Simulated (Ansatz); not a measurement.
Starting structure of a cell relaxation (symmetry kept):

```cif
data_structure
_symmetry_space_group_name_H-M 'P 1'
_symmetry_Int_Tables_number 1
_cell_length_a 5.5485
_cell_length_b 5.5485
_cell_length_c 5.5485
_cell_angle_alpha 105.563
_cell_angle_beta 105.563
_cell_angle_gamma 117.606
_cell_volume 129.48
loop_
_atom_site_label
_atom_site_type_symbol
_atom_site_fract_x
_atom_site_fract_y
_atom_site_fract_z
_atom_site_occupancy
Tl1 Tl 0.66560 0.16560 0.83120 1
Tl2 Tl 0.16560 0.33440 0.50000 1
Tl3 Tl 0.33440 0.83440 0.16880 1
Tl4 Tl 0.83440 0.66560 0.50000 1
Pd1 Pd 0.25000 0.25000 0.00000 1
Pd2 Pd 0.75000 0.75000 0.00000 1
```

Computed with DFT PBEsol, scalar-relativistic, plane waves, PAW (Ansatz 0.2.0).

Settings: cutoff 420 eV, Γ-centred mesh 8×8×8 on the computed 6-atom cell, Gaussian smearing of 0.10 eV; no spin polarisation.

Problem. What does it relax to?

Solution. The volume increases by 0.07 Å³/atom to 21.65 Å³/atom, and the energy falls by 0.2 meV/atom. Final structure:
Space group I4/mcm (No. 140). a = 6.737 Å, b = 6.737 Å, c = 5.723 Å, α = 90.00°, β = 90.00°, γ = 90.00°
```tsv
atom	site	symmetry	x	y	z
Tl	8h	m.2m	0.1652	0.6652	0.0000
Pd	4a	422	0.0000	0.0000	0.2500
```

Spin–orbit coupling is left out, which can shift energies with elements as heavy as these.

Cost: 1 run of about 1.7 core-minutes, on Arm Neoverse V1 (shared hosts).